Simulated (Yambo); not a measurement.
**How GW settings move the gap: WS$_{2}$ monolayer**

G0W0@PBEsol for a free-standing WS2 monolayer (symmetry P-6m2, slab cell 16.1 Å high) in Yambo. Reference settings: 6×6×1 Γ-centred k mesh, bands 2 to 131 and a 8 Ry block in the screening, 131 bands in G with the Bruneval-Gonze terminator, plasmon pole fitted at 27.2 eV, slab-truncated Coulomb interaction, stochastic integration of W near q = 0. The PBEsol gap K → K on this mesh is 1.94 eV; G0W0 gaps are taken between the same points.

```tsv
change from the reference	G0W0 gap K → K (eV)	shift of the valence edge (eV)	rough Yambo cost
reference settings	2.87	-0.16	1
48 bands in G	2.88	-0.09	–
wavefunctions cut at 25 Ry	2.87	-0.14	within a factor of two
no point-group symmetry	2.86	-0.15	about 3×
48 bands in G, no terminator	3.00	0.54	–
no terminator	2.93	0.07	–
```

The reference isn't shown to be the converged limit. Costs are rough (shared machines), scaled to the same edge states, and given only for runs that recompute the screening.

Without spin-orbit coupling, band edges of such heavy elements can be off by tenths of an eV.

Geometry relaxed with PBEsol; primitive cell a = 3.146 Å, b = 3.146 Å, c = 16.100 Å, α = 90.00°, β = 90.00°, γ = 120.00°.

A shift is the quasiparticle energy of the state minus its PBEsol energy.
